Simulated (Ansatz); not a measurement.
## Contact densities of Y against volume

```
Y
1.0
     3.65150    0.00000    0.00000
    -1.82575    3.16229    0.00000
     0.00000    0.00000    5.74740
Y
2
Direct
  0.33333 0.66667 0.25000
  0.66667 0.33333 0.75000
```

Atom numbers follow the list: Y1, Y2.

The conventional cell has a = 3.651 Å, b = 3.651 Å, c = 5.747 Å, α = 90.00°, β = 90.00°, γ = 120.00°. Y (atom 1) has 12 Y at 3.56 to 3.65 Å as nearest neighbours.

The cell comes from COD entry 1539818, which wasn't checked; take it as a given geometry.

Theory: Ansatz 0.2.0, DFT, LDA, all-electron PAW with datasets made for the crystal, scalar-relativistic.

Sampling and basis: a Γ-centred 12×12×7 k mesh, Fermi–Dirac smearing of 0.08 eV, cutoff 200 eV (chosen by the program for this cell), no spin polarisation.

The contact density is the mean electron density over the nuclear volume; its changes follow the s electrons' response to bonding and compression. Changes below are taken from the unscaled cell, where it is 442006 e/Å³ at Y1.

```csv
V/V(cell),P (GPa),Δρ(0) Y1 (e/Å³)
0.9400,-1.7,?
0.9600,-2.5,?
0.9800,-3.2,0.44
0.9900,-3.6,0.22
1.0000,-3.9,0.00
1.0100,-4.2,?
1.0200,-4.5,-0.41
1.0400,-5.1,-0.81
1.0600,-5.6,-1.17
```

Problem. Fill in "Δρ(0) Y1 (e/Å³)" for the row "0.9600".

Solution. 0.90.

Problem. Give the missing entry: row "0.9400", column "Δρ(0) Y1 (e/Å³)".

Solution. 1.39.

Problem. Give the missing entry: row "1.0100", column "Δρ(0) Y1 (e/Å³)".

Solution. -0.21.

The datasets are made afresh for each cell, so very small changes are uncertain.
